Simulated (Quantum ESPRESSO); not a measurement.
AlIr5SnTi, one run as intended and one with a planted mistake

Simulated, not a measurement. The program is pw.x of Quantum ESPRESSO 7.5 (plane-wave density functional theory). The cell is made up: eight metal atoms on a face-centred cubic lattice, with elements, volume, strain and displacements drawn at random and not relaxed, so it may be unstable or far from any real phase. PseudoDojo standard norm-conserving files set the functional (PBE unless stated); there is no spin polarisation or spin-orbit coupling, the Fermi-Dirac width of 0.25 eV means electrons at about 2900 K, and the masses in the input are unused placeholders. The tin pseudopotential is less sure than most, with forces differing by about three percent from a second method on plain tin. Heavy elements are run without spin-orbit coupling, which real alloys of them have. A spin test at this wide smearing found no moment, but such smearing suppresses magnetism that the real alloy may have.

Intended input:

```
&control calculation='scf', pseudo_dir='./dojo.nc.sr.pbe.v0_5.standard.upf', outdir='./o', disk_io='minimal', tprnfor=.true., tstress=.true. /
&system ibrav=0, nat=8, ntyp=4, nbnd=73, ecutwfc=84.00895049, nosym=.true., tot_charge=0,
 occupations='smearing', smearing='fd', degauss=0.0183746611
/
&electrons conv_thr=1.470e-08, electron_maxstep=70, mixing_beta=0.5 /
ATOMIC_SPECIES
Al 1.0 Al.upf
Ir 1.0 Ir.upf
Sn 1.0 Sn.upf
Ti 1.0 Ti.upf
CELL_PARAMETERS angstrom
0.0 3.9513 3.9513
3.9513 0.0 3.9513
3.9513 3.9513 0.0
ATOMIC_POSITIONS angstrom
Al 0.0238 -0.0046 -0.0055
Ir 2.0306 2.0401 -0.0229
Sn 1.9642 -0.0232 2.0229
Ir 3.9287 1.9641 2.0287
Ir 0.0197 1.9901 1.9438
Ir 1.9479 3.9994 1.9349
Ir 1.9505 1.9776 3.9466
Ti 3.9324 3.9298 3.9564
K_POINTS automatic
5 5 5 1 1 1
```

The log is shortened where brackets say so; the opening notice, blank lines, dates and the lines on written files are dropped, and the path of the files is cut. It prints rydbergs, bohrs and kilobars, and counts compression as positive stress. Its total energy is the free energy E - TS of the whole cell.

Log of the intended run:

```
     Program PWSCF v.7.5
     Parallel version (MPI & OpenMP), running on       4 processor cores
     Number of MPI processes:                 4
     Threads/MPI process:                     1
     [start-up lines left out]
     bravais-lattice index     =            0
     lattice parameter (alat)  =      10.5598  a.u.
     unit-cell volume          =     832.6196 (a.u.)^3
     number of atoms/cell      =            8
     number of atomic types    =            4
     number of electrons       =       114.00
     number of Kohn-Sham states=           73
     kinetic-energy cutoff     =      84.0090  Ry
     charge density cutoff     =     336.0358  Ry
     scf convergence threshold =      1.5E-08
     mixing beta               =       0.5000
     number of iterations used =            8  plain     mixing
     Exchange-correlation= PBE
                           (   1   4   3   4   0   0   0)
     [axes and pseudopotential details left out]
   Cartesian axes
     site n.     atom                  positions (alat units)
         1        Al     tau(   1) = (   0.0042591  -0.0008232  -0.0009843  )
         2        Ir     tau(   2) = (   0.3633870   0.3650871  -0.0040981  )
         3        Sn     tau(   3) = (   0.3515044  -0.0041518   0.3620090  )
         4        Ir     tau(   4) = (   0.7030624   0.3514865   0.3630470  )
         5        Ir     tau(   5) = (   0.0035254   0.3561393   0.3478537  )
         6        Ir     tau(   6) = (   0.3485874   0.7157145   0.3462610  )
         7        Ir     tau(   7) = (   0.3490527   0.3539024   0.7062657  )
         8        Ti     tau(   8) = (   0.7037245   0.7032592   0.7080195  )
     number of k points=    63  Fermi-Dirac smearing, width (Ry)=  0.0184
                       cart. coord. in units 2pi/alat
        k(    1) = (   0.0707107   0.0707107   0.0707107), wk =   0.0320000
        k(    2) = (   0.2121320   0.2121320  -0.0707107), wk =   0.0320000
     [further k points left out]
     Dense  grid:    86547 G-vectors     FFT dimensions: (  64,  64,  64)
     Estimated max dynamical RAM per process >     365.84 MB
     Estimated total dynamical RAM >       1.37 GB
     Initial potential from superposition of free atoms
     starting charge     113.9936, renormalised to     114.0000
     Starting wfcs are   73 randomized atomic wfcs
     total cpu time spent up to now is       12.9 secs
     per-process dynamical memory:   289.7 Mb
     Self-consistent Calculation
     iteration #  1     ecut=    84.01 Ry     beta= 0.50
     Davidson diagonalization with overlap
     ethr =  1.00E-02,  avg # of iterations =  5.4
     Threshold (ethr) on eigenvalues was too large:
     Diagonalizing with lowered threshold
     Davidson diagonalization with overlap
     ethr =  2.19E-04,  avg # of iterations =  5.3
     total cpu time spent up to now is       78.0 secs
     total energy              =   -1432.75748158 Ry
     estimated scf accuracy    <       0.25836199 Ry
     iteration #  2     ecut=    84.01 Ry     beta= 0.50
     Davidson diagonalization with overlap
     ethr =  2.27E-04,  avg # of iterations =  3.0
     total cpu time spent up to now is      110.6 secs
     total energy              =   -1432.50902586 Ry
     estimated scf accuracy    <       3.22615011 Ry
     [iterations 3 to 12 left out]
     iteration # 13     ecut=    84.01 Ry     beta= 0.50
     Davidson diagonalization with overlap
     ethr =  7.11E-10,  avg # of iterations =  1.7
     total cpu time spent up to now is      394.2 secs
     total energy              =   -1432.83511579 Ry
     estimated scf accuracy    <       0.00000005 Ry
     iteration # 14     ecut=    84.01 Ry     beta= 0.50
     Davidson diagonalization with overlap
     ethr =  4.08E-11,  avg # of iterations =  2.6
     total cpu time spent up to now is      420.7 secs
     End of self-consistent calculation
     [lines on levels left out]
!    total energy              =   -1432.83511579 Ry
     estimated scf accuracy    <          8.9E-09 Ry
     smearing contrib. (-TS)   =      -0.08000818 Ry
     internal energy E=F+TS    =   -1432.75510760 Ry
     The total energy is F=E-TS. E is the sum of the following terms:
     one-electron contribution =    -351.42561641 Ry
     hartree contribution      =     246.49141973 Ry
     xc contribution           =    -282.57071634 Ry
     ewald contribution        =   -1045.25019458 Ry
     convergence has been achieved in  14 iterations
     Forces acting on atoms (cartesian axes, Ry/au):
     atom    1 type  1   force =     0.00513714    0.00246716    0.00368202
     atom    2 type  2   force =    -0.00570097   -0.01694779    0.01851193
     atom    3 type  3   force =     0.00131357    0.01465362   -0.02839317
     atom    4 type  2   force =    -0.00160314   -0.00038663   -0.01252656
     atom    5 type  2   force =    -0.00076400   -0.01103198   -0.00437714
     atom    6 type  2   force =     0.01052145   -0.01091001    0.01507846
     atom    7 type  2   force =    -0.00230324    0.01594472    0.00395714
     atom    8 type  4   force =    -0.00660081    0.00621091    0.00406731
     Total force =     0.053508     Total SCF correction =     0.000089
     Computing stress (Cartesian axis) and pressure
          total   stress  (Ry/bohr**3)                   (kbar)     P=      -27.92
   0.00006706  -0.00000303   0.00002922            9.87       -0.45        4.30
  -0.00000303  -0.00072819  -0.00002610           -0.45     -107.12       -3.84
   0.00002922  -0.00002610   0.00009180            4.30       -3.84       13.50
     init_run     :     11.53s CPU     11.88s WALL (       1 calls)
     electrons    :    401.06s CPU    407.79s WALL (       1 calls)
     forces       :      3.79s CPU      3.81s WALL (       1 calls)
     stress       :     13.66s CPU     13.95s WALL (       1 calls)
     [timing details left out]
     PWSCF        :   7m11.06s CPU   7m18.47s WALL
     JOB DONE.
```

A second run has one planted mistake: the cell and the positions are scaled by a wrong factor. The input lines that differ:

```
- 0.0 3.9513 3.9513
- 3.9513 0.0 3.9513
- 3.9513 3.9513 0.0
+ 0.0 3.9209 3.9209
+ 3.9209 0.0 3.9209
+ 3.9209 3.9209 0.0
- Al 0.0238 -0.0046 -0.0055
- Ir 2.0306 2.0401 -0.0229
- Sn 1.9642 -0.0232 2.0229
- Ir 3.9287 1.9641 2.0287
- Ir 0.0197 1.9901 1.9438
- Ir 1.9479 3.9994 1.9349
- Ir 1.9505 1.9776 3.9466
- Ti 3.9324 3.9298 3.9564
+ Al 0.0236 -0.0046 -0.0055
+ Ir 2.015 2.0244 -0.0227
+ Sn 1.9491 -0.023 2.0073
+ Ir 3.8984 1.949 2.0131
+ Ir 0.0195 1.9748 1.9288
+ Ir 1.9329 3.9686 1.92
+ Ir 1.9355 1.9624 3.9162
+ Ti 3.9021 3.8995 3.9259
```

Its log:

```
     Program PWSCF v.7.5
     Parallel version (MPI & OpenMP), running on       4 processor cores
     Number of MPI processes:                 4
     Threads/MPI process:                     1
     [start-up lines left out]
     bravais-lattice index     =            0
     lattice parameter (alat)  =      10.4785  a.u.
     unit-cell volume          =     813.5493 (a.u.)^3
     number of atoms/cell      =            8
     number of atomic types    =            4
     number of electrons       =       114.00
     number of Kohn-Sham states=           73
     kinetic-energy cutoff     =      84.0090  Ry
     charge density cutoff     =     336.0358  Ry
     scf convergence threshold =      1.5E-08
     mixing beta               =       0.5000
     number of iterations used =            8  plain     mixing
     Exchange-correlation= PBE
                           (   1   4   3   4   0   0   0)
     [axes and pseudopotential details left out]
   Cartesian axes
     site n.     atom                  positions (alat units)
         1        Al     tau(   1) = (   0.0042561  -0.0008296  -0.0009919  )
         2        Ir     tau(   2) = (   0.3633911   0.3650863  -0.0040938  )
         3        Sn     tau(   3) = (   0.3515065  -0.0041479   0.3620025  )
         4        Ir     tau(   4) = (   0.7030491   0.3514885   0.3630484  )
         5        Ir     tau(   5) = (   0.0035167   0.3561413   0.3478455  )
         6        Ir     tau(   6) = (   0.3485849   0.7157091   0.3462585  )
         7        Ir     tau(   7) = (   0.3490538   0.3539051   0.7062592  )
         8        Ti     tau(   8) = (   0.7037163   0.7032474   0.7080085  )
     number of k points=    63  Fermi-Dirac smearing, width (Ry)=  0.0184
                       cart. coord. in units 2pi/alat
        k(    1) = (   0.0707107   0.0707107   0.0707107), wk =   0.0320000
        k(    2) = (   0.2121320   0.2121320  -0.0707107), wk =   0.0320000
     [further k points left out]
     Dense  grid:    84667 G-vectors     FFT dimensions: (  64,  64,  64)
     Estimated max dynamical RAM per process >     358.28 MB
     Estimated total dynamical RAM >       1.34 GB
     Initial potential from superposition of free atoms
     starting charge     113.9936, renormalised to     114.0000
     Starting wfcs are   73 randomized atomic wfcs
     total cpu time spent up to now is       12.4 secs
     per-process dynamical memory:   283.5 Mb
     Self-consistent Calculation
     iteration #  1     ecut=    84.01 Ry     beta= 0.50
     Davidson diagonalization with overlap
     ethr =  1.00E-02,  avg # of iterations =  5.3
     Threshold (ethr) on eigenvalues was too large:
     Diagonalizing with lowered threshold
     Davidson diagonalization with overlap
     ethr =  2.01E-04,  avg # of iterations =  5.4
     total cpu time spent up to now is       74.2 secs
     total energy              =   -1432.76953616 Ry
     estimated scf accuracy    <       0.23933672 Ry
     iteration #  2     ecut=    84.01 Ry     beta= 0.50
     Davidson diagonalization with overlap
     ethr =  2.10E-04,  avg # of iterations =  3.1
     total cpu time spent up to now is      106.7 secs
     total energy              =   -1432.59434667 Ry
     estimated scf accuracy    <       2.05686763 Ry
     [iterations 3 to 12 left out]
     iteration # 13     ecut=    84.01 Ry     beta= 0.50
     Davidson diagonalization with overlap
     ethr =  5.08E-10,  avg # of iterations =  1.4
     total cpu time spent up to now is      383.2 secs
     total energy              =   -1432.83523612 Ry
     estimated scf accuracy    <       0.00000003 Ry
     iteration # 14     ecut=    84.01 Ry     beta= 0.50
     Davidson diagonalization with overlap
     ethr =  2.96E-11,  avg # of iterations =  3.1
     total cpu time spent up to now is      409.7 secs
     End of self-consistent calculation
     [lines on levels left out]
!    total energy              =   -1432.83523612 Ry
     estimated scf accuracy    <          6.7E-09 Ry
     smearing contrib. (-TS)   =      -0.07697822 Ry
     internal energy E=F+TS    =   -1432.75825790 Ry
     The total energy is F=E-TS. E is the sum of the following terms:
     one-electron contribution =    -339.41795286 Ry
     hartree contribution      =     242.78188446 Ry
     xc contribution           =    -282.76745003 Ry
     ewald contribution        =   -1053.35473948 Ry
     convergence has been achieved in  14 iterations
     Forces acting on atoms (cartesian axes, Ry/au):
     atom    1 type  1   force =     0.00568917    0.00296402    0.00430809
     atom    2 type  2   force =    -0.00635987   -0.02000132    0.02047203
     atom    3 type  3   force =     0.00118901    0.01638458   -0.03120813
     atom    4 type  2   force =    -0.00173101    0.00020636   -0.01411597
     atom    5 type  2   force =    -0.00068832   -0.01215837   -0.00472886
     atom    6 type  2   force =     0.01213933   -0.01222116    0.01717703
     atom    7 type  2   force =    -0.00283169    0.01738927    0.00419336
     atom    8 type  4   force =    -0.00740661    0.00743662    0.00390245
     Total force =     0.059843     Total SCF correction =     0.000078
     Computing stress (Cartesian axis) and pressure
          total   stress  (Ry/bohr**3)                   (kbar)     P=       27.18
   0.00045561  -0.00000323   0.00003272           67.02       -0.48        4.81
  -0.00000323  -0.00038414  -0.00002878           -0.48      -56.51       -4.23
   0.00003272  -0.00002878   0.00048291            4.81       -4.23       71.04
     init_run     :     10.44s CPU     10.79s WALL (       1 calls)
     electrons    :    390.62s CPU    397.28s WALL (       1 calls)
     forces       :      3.78s CPU      3.80s WALL (       1 calls)
     stress       :     13.79s CPU     14.08s WALL (       1 calls)
     [timing details left out]
     PWSCF        :   7m 0.28s CPU   7m 7.63s WALL
     JOB DONE.
```

```
                                            intended run  run with the mistake
                          free energy (eV)    -19494.715            -19494.717
         entropy term -TS, part of it (eV)        -1.089                -1.047
                            pressure (GPa)         -2.79                  2.72
size of the largest force component (eV/Å)         0.730                 0.802
largest change of a force component (eV/Å)                               0.079
                                iterations            14                    14
```

For scale, a rerun of the intended cell at a higher cutoff and on a denser mesh moved values by no more than 0.006 eV in energy, 0.03 GPa in stress and 0.005 eV/Å in force, and a second program with other atomic files agreed on that cell to 2 % rms in force and 0.5 GPa in pressure.